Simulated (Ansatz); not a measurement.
HfSiO4:
```xyz
12
Lattice="-3.2910 3.2910 2.9830 3.2910 -3.2910 2.9830 3.2910 3.2910 -2.9830" Properties=species:S:1:pos:R:3 pbc="T T T"
Hf     0.0000     3.2910     1.4915
Hf     0.0000     0.0000     0.0000
Si     3.2910     0.0000     1.4915
Si     0.0000     0.0000     2.9830
O      3.2910     2.0747    -1.0851
O      4.5074     0.0000     0.4064
O      0.0000     1.2163     1.8980
O      2.0747     0.0000     0.4064
O      3.2910     1.2163     2.5766
O      1.2163     0.0000     4.0681
O      3.2910    -1.2163     2.5766
O      2.0747     3.2910     1.0851
```

Relaxed with PBEsol. Independent-particle spectrum: no excitons, no local fields, no scissors shift; 0.1 eV broadening; ε₁ of the summed bands alone.

Q: Tabulate the dielectric function from plane-wave PAW PBEsol (Ansatz code).

A: 

```csv
E (eV),ε₁ xx,ε₂ xx,ε₁ zz,ε₂ zz
0.0,3.85,0.00,4.14,0.00
0.5,3.86,0.00,4.15,0.00
1.0,3.88,0.00,4.18,0.00
1.5,3.93,0.00,4.23,0.00
2.0,4.00,0.00,4.30,0.00
2.5,4.09,0.00,4.39,0.00
3.0,4.21,0.00,4.53,0.00
3.5,4.38,0.00,4.70,0.00
4.0,4.61,0.00,4.93,0.00
4.5,4.95,0.00,5.25,0.00
5.0,5.50,0.00,5.73,0.00
5.5,6.79,0.00,6.62,0.00
6.0,7.33,5.15,8.17,1.90
6.5,4.21,4.08,7.97,2.60
7.0,5.41,2.77,8.62,5.12
7.5,5.83,4.39,5.16,5.09
8.0,3.74,4.74,6.58,5.83
8.5,1.67,5.37,1.46,8.34
9.0,2.90,3.46,0.56,6.73
9.5,2.50,4.84,0.06,4.41
10.0,1.29,4.38,0.32,4.77
10.5,1.09,3.69,0.86,3.59
11.0,0.49,3.22,1.02,3.59
11.5,1.45,2.66,-0.03,3.84
12.0,1.60,3.28,0.00,3.11
```

Q: From ε at 6.3 eV (xx: 5.19 + 3.96i), find n, k, the normal reflectivity and the absorption coefficient.

A: n = 2.42, k = 0.818, R = 22 %, α = 2kE/ħc = 520000 cm⁻¹.

With all bands, ε∞ without local fields is 4.06 (xx = yy), 4.34 (zz). DFPT, with local fields, gives 3.92 (xx = yy), 4.15 (zz).

Space group I4_1/amd. The PBEsol relaxation kept the symmetry of its start. No spin polarisation was allowed. Spin–orbit coupling is left out wherever it is not named.

Potentials: the later of the program's two PAW sets.
